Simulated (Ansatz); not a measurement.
Ni3Si (Cu3Au type)

```
CELL_PARAMETERS angstrom
      3.46456     0.00000     0.00000
      0.00000     3.46456     0.00000
      0.00000     0.00000     3.46456
ATOMIC_POSITIONS crystal
  Si 0.00000 0.00000 0.00000
  Ni 0.00000 0.50000 0.50000
  Ni 0.50000 0.00000 0.50000
  Ni 0.50000 0.50000 0.00000
```

Grid over V/V₀ and (c/a)/(c/a)₀, subscript 0 meaning the relaxed cell; the conventional c axis lies along z; no internal relaxation.

Method: r2SCAN (plane waves to 500 eV, PAW, scalar-relativistic; Ansatz, a quantum-chemistry and plane-wave program). k mesh 13×13×13 (Γ-centred), Fermi-Dirac smearing 0.05 eV. Compression counts positive. With partly filled bands, the response to shear is sensitive to the k mesh, so small differences along c/a are uncertain. At this level the bands of Ni3Si touch or barely overlap. Ni3Si is run without spin polarisation. Ni3Si was relaxed with its symmetry unable to fall.

At one point of the scan the stress tensor (GPa) is:

```
   -5.9      0.0      0.0
    0.0     -5.9      0.0
    0.0      0.0     -5.9
```

**Question.** Which point is it?
(A) V/V₀ = 1.013, (c/a)/(c/a)₀ = 1.080
(B) V/V₀ = 1.027, (c/a)/(c/a)₀ = 1.000
(C) V/V₀ = 1.040, (c/a)/(c/a)₀ = 1.040
(D) V/V₀ = 1.013, (c/a)/(c/a)₀ = 0.920

**Answer.** B, V/V₀ = 1.027, (c/a)/(c/a)₀ = 1.000

(A scan under strain: stresses follow from slopes of the energy per volume, elastic moduli from its curvatures.)
